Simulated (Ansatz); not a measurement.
Total density of states per atom from the program Ansatz at the r²SCAN level (PAW), in 0.25 eV bins, energy from the Fermi level:

```
E (eV) | states/eV/atom
    -7.85 | ##### 0.37
    -7.60 | ##### 0.32
    -7.35 | ### 0.20
    -7.10 |  0.02
    -6.85 |  0.02
    -6.60 |  0.03
    -6.35 | # 0.04
    -6.10 | # 0.05
    -5.85 | # 0.06
    -5.60 | # 0.08
    -5.35 | # 0.10
    -5.10 | ### 0.17
    -4.85 | ##### 0.36
    -4.60 | ####### 0.52
    -4.35 | ######### 0.60
    -4.10 | ######## 0.55
    -3.85 | ########## 0.70
    -3.60 | ############### 1.02
    -3.35 | ################## 1.25
    -3.10 | ################## 1.22
    -2.85 | ################# 1.17
    -2.60 | ################### 1.34
    -2.35 | ########################## 1.77
    -2.10 | ############################## 2.07
    -1.85 | ######################## 1.63
    -1.60 | ######################### 1.71
    -1.35 | ################ 1.14
    -1.10 | ################### 1.33
    -0.85 | ########################## 1.77
    -0.60 | ############################# 2.00
    -0.35 | ###################### 1.55
    -0.10 | ################# 1.16
     0.15 | ########### 0.79
     0.40 | ##### 0.36
     0.65 | ##### 0.32
     0.90 | #### 0.28
     1.15 | ### 0.24
     1.40 | ### 0.21
     1.65 | ### 0.19
     1.90 | ## 0.17
     2.15 | ## 0.15
     2.40 | ## 0.14
     2.65 | ## 0.14
     2.90 | ## 0.14
     3.15 | ## 0.14
     3.40 | ## 0.13
     3.65 | ## 0.12
     3.90 | ## 0.12
     4.15 | ## 0.11
     4.40 | # 0.09
     4.65 | # 0.06
```

Task: Pick the material that matches.
(A) AlNi3, Cu3Au type
(B) Ni2H, P3m1 (Ni on 1c, Ni on 1b, H on 1a)
(C) VH2, fluorite
(D) LuNi5, P6/mmm (Lu on 1a, Ni on 3g, Ni on 2c)

Result: B, Ni2H, P3m1 (Ni on 1c, Ni on 1b, H on 1a). Within 0.5 eV of the Fermi level: Ni 3d 94 %. Projections are on Löwdin-orthogonalised atomic valence shells; empty p or d shells of many metals are not among them.

The workflow started from an entry of the Crystallography Open Database (COD), which files this formula under 2 space groups. Whether it is the stable phase at ambient conditions was not checked. The r²SCAN relaxation kept the symmetry of its start; its stability against distortions is not shown here. Magnetic state: ferromagnetic, the only order run, not a proven ground state. Other orbital occupations within this spin state were not tried.

Potentials: the later of the program's two PAW sets.
